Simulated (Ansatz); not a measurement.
Formation energy of ReBi (zincblende structure)

Level of theory: DFT, PBE, scalar-relativistic, no spin polarisation; plane waves to 420 eV with PAW datasets (Ansatz 0.2.0), 10×10×10 k-mesh, Gaussian smearing of 0.05 eV. The datasets are Ansatz's generated set soft_2.

The cell came from substitution into a structure type; no database entry of this phase was matched, which doesn't show that none exists.

Symmetry: F-43m, No. 216, cubic system. Conventional cell: a = 6.220 Å, b = 6.220 Å, c = 6.220 Å, α = 90.00°, β = 90.00°, γ = 90.00°. Around Re (site symmetry -43m) lie 4 Bi at 2.69 Å. Bi (site symmetry -43m) is surrounded by 4 Re at 2.69 Å. (Neighbours are counted to 15 % beyond the shortest distance.)

The elements were computed in their standard states with the same datasets, cutoff and functional. Total energies depend on the potentials used, so only differences within one code and one set of settings carry meaning.

Energy of the relaxed cell (2 atoms, smearing extrapolated to zero): -23260.562 eV. Elements, in eV/atom: Re -10868.076, Bi -12396.551.

Question: What is the formation energy?

Answer: [-23260.562 − (1 × -10868.076 + 1 × -12396.551)] / 2 = 2.03 eV/atom, or 196 kJ per mole of atoms.

The value is for 0 K, without zero-point energy. A positive value means that this structure is unstable even against the elements at this level.

These numbers lack spin–orbit coupling.
